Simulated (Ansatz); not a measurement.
**Ni3Si: a fit and a missing row**

Ni3Si, Pm-3m, a = 3.465 Å. The structure is a COD entry; whether it is the stable form wasn't checked. Ansatz: r2SCAN, PAW, 500 eV, Γ-centred 12×12×12 mesh on 4 atoms, Gaussian smearing 0.10 eV; no spin polarisation. Symmetry fixes shape and atoms, so the cell is only scaled; pressure is positive in compression.

```tsv
V (Å³/atom)	P (GPa)
9.772	17.22
10.084	7.87
10.396	0.00
10.708	-6.62
11.020	?
```

Task: Take V0 = 10.396 Å³/atom, fit the third-order Birch–Murnaghan form to the other rows, and predict the missing pressure.

Result: With the Eulerian strain f = ½[(V0/V)^(2/3) − 1] and y = P/[3f(1 + 2f)^(5/2)], the form is the line y = B0 + 1.5 B0 (B0′ − 4) f. Rows (f, y): 0.02106, 245.8; 0.01026, 243.0; -0.00976, 237.5. Means f = 0.007187, y = 242.10; Σ(Δf)² = 0.0004891, ΣΔfΔy = 0.1321; the slope is their ratio. y = 240.2 + 270.0 f GPa, so B0 = 240.2 GPa and B0′ = 4 + 2 × (270.0)/(3 × 240.2) = 4.75. At V = 11.020, f = -0.01906, y = 235.05 and P = -12.20 GPa. The run gave -12.18 GPa, so the fit is 0.02 GPa too low, a small miss on the scale of the series. The form still works here, 33 % of the fitted range beyond its end.